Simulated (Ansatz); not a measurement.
Profile along the Sr–Sr line in Sr (fcc, Cu type)

Sr (fcc, Cu type), conventional cell a = 6.100 Å, b = 6.100 Å, c = 6.100 Å, α = 90.00°, β = 90.00°, γ = 90.00°. The calculation uses the primitive cell of 1 atom, to which meshes and values per cell refer.

Fields along a shortest Sr–Sr line of a {100} plane (4.31 Å), from Sr to Sr, interpolated on the slice's grid (step about 0.2 Å). Computed with r2SCAN (plane waves to 500 eV, PAW, scalar-relativistic; Ansatz, an electronic-structure program). k mesh 13×13×13. Inside the PAW spheres the values are not all-electron values, and peaks at nuclei hang on which shells count as valence. Sr was relaxed with its symmetry unable to fall. The PAW data are Ansatz's earlier set.

```
distance from Sr (Å)  valence electron density (e/Å³)  electron localisation function
--------------------  -------------------------------  ------------------------------
0.00                                             1.23                               x
0.43                                             2.66                               x
0.86                                             1.05                            0.84
1.29                                             0.13                            0.17
1.72                                             0.05                            0.08
2.15                                             0.04                            0.33
2.59                                             0.05                            0.08
3.02                                             0.13                            0.17
3.45                                             1.05                            0.84
3.88                                             2.66                               x
4.31                                             1.23                               x
```

x: too close to a nucleus for the ELF to mean much.

Density on the Sr–Sr line (4.31 Å) at its midpoint: 0.04 e/Å³. ELF at that point: 0.33.
